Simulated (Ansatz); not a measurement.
The elements of this relaxed trial crystal are hidden behind letters.

```
lattice vectors (Å)
   4.6824    0.0000    0.0000
  -2.3412    4.0551    0.0000
   0.0000    0.0000    5.5554
fractional positions
X 0.0000 0.0000 0.5000
X 0.0000 0.0000 0.0000
X 0.6667 0.3333 0.2500
X 0.3333 0.6667 0.7500
Z 0.6667 0.3333 0.7500
Z 0.3333 0.6667 0.2500
```

All numbers below come from DFT PBE, scalar-relativistic, plane waves, PAW in Ansatz. Plane waves to 420 eV, a 12×12×8 mesh through Γ for the 6-atom cell and 0.10 eV Gaussian smearing; no spin polarisation.

- Space group: P6_3/mmc (No. 194)
- Conventional cell: a = 4.682 Å, c = 5.555 Å
- Volume per atom: 17.58 Å³
- Density: 5.37 g/cm³
- Energy over the elements: +0.11 eV/atom
- Gap on the 12×12×8 mesh of the 6-atom cell: 0 eV (a metal)

Energies are uncorrected and count from the elements' standard states at the same level.

Task: X is a p-block element of period 4 and Z is a p-block element of period 3. Which elements are they?

Result: X = Ga, Z = P, so the formula is Ga2P, here in the Ni2In type. Density times volume gives a mean mass of 5.37 × 17.58/1.6605 = 56.9 u per atom, and this set has 56.8 u. Among the elements that the hints allow, noble gases aside, only these give it. Ga on a site of symmetry -3m is surrounded by 2 Ga at 2.78 Å, 6 Ga at 3.04 Å and 6 P at 3.04 Å; around Ga on a site of symmetry -6m2 lie 5 P at 2.70–2.78 Å and 6 Ga at 3.04 Å; P is surrounded by 5 Ga at 2.70–2.78 Å and 6 Ga at 3.04 Å.

A structure relaxed within its symmetry needn't be a true minimum. Another cell of Ga2P relaxed alike, in P-4m2, lies 73 meV/atom lower, so this cell isn't the stable form at this level.
